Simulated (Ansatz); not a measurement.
MgS (rock salt, Fm-3m), a = b = c = 5.203 Å, α = β = γ = 90.00°; the cell used has 2 atoms.

Relaxed with r²SCAN.

Tabulate the valence density and the electron localisation function along the shortest S–Mg contact (2.60 Å), plane-wave PAW r²SCAN (Ansatz code).



| distance from S (Å) | density (e/Å³) | ELF |
|---|---|---|
| 0.26 | 0.49 | 0.08 |
| 0.39 | 0.90 | 0.37 |
| 0.52 | 1.13 | 0.67 |
| 0.65 | 1.13 | 0.82 |
| 0.78 | 0.96 | 0.87 |
| 0.91 | 0.73 | 0.88 |
| 1.04 | 0.53 | 0.87 |
| 1.17 | 0.38 | 0.84 |
| 1.30 | 0.28 | 0.76 |
| 1.43 | 0.21 | 0.47 |
| 1.56 | 0.17 | 0.12 |
| 1.69 | 0.17 | 0.04 |
| 1.82 | 0.28 | 0.09 |
| 1.95 | 0.99 | 0.28 |
| 2.08 | 3.71 | 0.43 |
| 2.21 | 9.94 | 0.41 |
| 2.34 | 19.18 | 0.30 |

The density is the valence pseudo-density with augmentation charge, so density and ELF within about 1 Å of a nucleus are not all-electron values.

The cell was relaxed with r²SCAN under the symmetry of its start.

Potentials: the later of the program's two PAW sets.
